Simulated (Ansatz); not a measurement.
A geometry of Cd(HO)$_{2}$ away from equilibrium: the start of the relaxation of a relaxed Cd(HO)2 cell with one H and one O atom exchanged in a cell of 5 atoms. Level of theory: r2SCAN (plane waves to 500 eV, PAW, scalar-relativistic; Ansatz, a program for electronic structure). Γ-centred k-mesh 8×8×5 on the run's cell (coarser than for final values), Fermi–Dirac smearing 0.05 eV.

```xyz
5
Lattice="3.5174 0.0000 0.0000 -1.7587 3.0462 0.0000 0.0000 0.0000 4.6569" Properties=species:S:1:pos:R:3 pbc="T T T"
Cd     0.0000     0.0000     0.0000
H      1.7587     1.0154     2.5878
O      0.0000     2.0308     2.0691
O      1.7587     1.0154     3.5521
H      0.0000     2.0308     1.1048
```

Question: Predict the force on each atom, in eV/Å.

Answer: 
```csv
atom,Fx,Fy,Fz
Cd1,0.00,0.00,-1.28
H2,0.00,0.00,-0.04
O3,0.00,0.00,-2.08
O4,0.00,0.00,4.08
H5,0.00,0.00,-0.68
```

Question: What is the pressure?

Answer: -1.6 GPa, compression positive.

Question: How much energy per atom can still be gained by relaxing?

Answer: 0.36 eV/atom; the path ends in P3m1 (No. 156).

No spin polarisation in the result.

The run could not lose the symmetry of its start.

Of the parent cell (P-3m1 (No. 164)): The relaxation started from an entry of Materials Project.

The runs began from a structure in Materials Project; this end point is another cell, not compared with measured phases.
